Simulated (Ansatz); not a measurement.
Problem. Each is relaxed and computed with DFT-PBE in the program Ansatz with PAW potentials. Which is the only metal?
A. SiO2, P4_2/nmc (Si on 2a, O on 4d)
B. SiC, zinc blende
C. NbN, I4_1md (Nb on 4a, N on 4a)
D. SiRh, I4_1md (Rh on 4a, Si on 4a)

Solution. D, SiRh, I4_1md (Rh on 4a, Si on 4a). SiRh: metal; NbN: gap 0.32 eV (indirect); SiO2: gap 5.04 eV (indirect); SiC: gap 1.37 eV (indirect). Constructed cells (a structure type filled with these elements, in neither database checked): SiRh, I4_1md (Rh on 4a, Si on 4a); NbN, I4_1md (Nb on 4a, N on 4a); SiO2, P4_2/nmc (Si on 2a, O on 4d). Not the usual ambient phase: NbN, I4_1md (Nb on 4a, N on 4a); SiO2, P4_2/nmc (Si on 2a, O on 4d). All cells were relaxed under the symmetry of their starts (and spin orders); stability against distortions was not tested throughout. Rows with no word on spin ran without spin polarisation. Spin–orbit coupling is left out wherever it is not named.

Potentials: the later of the program's two PAW sets.
